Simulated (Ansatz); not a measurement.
The cell below belongs to a search over invented structures; it isn't taken from experiment.

Input and command of a plane-wave DFT calculation in Ansatz:

```yaml
crystal:
  lattice:
    - [6.85229903, 0.0, 0.0]
    - [-3.42614951, 5.93426503, 0.0]
    - [0.0, 0.0, 5.73871356]
  atoms:
    - { symbol: In, position: [0.33333333, 0.66666667, 0.75] }
    - { symbol: In, position: [0.66666667, 0.33333333, 0.25] }
    - { symbol: Mo, position: [0.0, 0.0, 0.0], spin: 1.0 }
    - { symbol: Mo, position: [0.0, 0.0, 0.5], spin: 1.0 }
    - { symbol: Se, position: [0.1545, 0.8455, 0.25] }
    - { symbol: Se, position: [0.309, 0.1545, 0.75] }
    - { symbol: Se, position: [0.1545, 0.309, 0.25] }
    - { symbol: Se, position: [0.8455, 0.1545, 0.75] }
    - { symbol: Se, position: [0.691, 0.8455, 0.25] }
    - { symbol: Se, position: [0.8455, 0.691, 0.75] }
basis:
  ecutwfc: 420
kpoints:
  mp_grid: { grid: [2, 2, 2] }
hamiltonian:
  xc: pbe
scf:
  occupations: { method: gaussian, width: 0.15 }
  lower_state_search: "off"
output:
  forces: true
  stress: true
  eigenvalues: true
  populations: true
magnetization:
  spin_polarized: true
relax:
  adjacent_minimum: "off"
  f_tol: 0.08
  max_steps: 16
  cell: { stress_tol: 0.8 }
```

```bash
ansatz run input.yaml --threads 1 --pin off --max-ram 2560MiB --backend cpu --events-out ev --progress --plain --runs-dir out
```

Processor: AMD EPYC 7R43 64-Core Processor (Zen 3), 1 thread, on a host shared with other jobs.

Task: Estimate time, memory and problem size.

Result: About 82 s, peak memory 0.75 GiB. It solves 92 bands at 4 k points (after reduction by symmetry) with about 5251 plane waves (on the last cell), in 49 SCF iterations over 5 ionic steps.
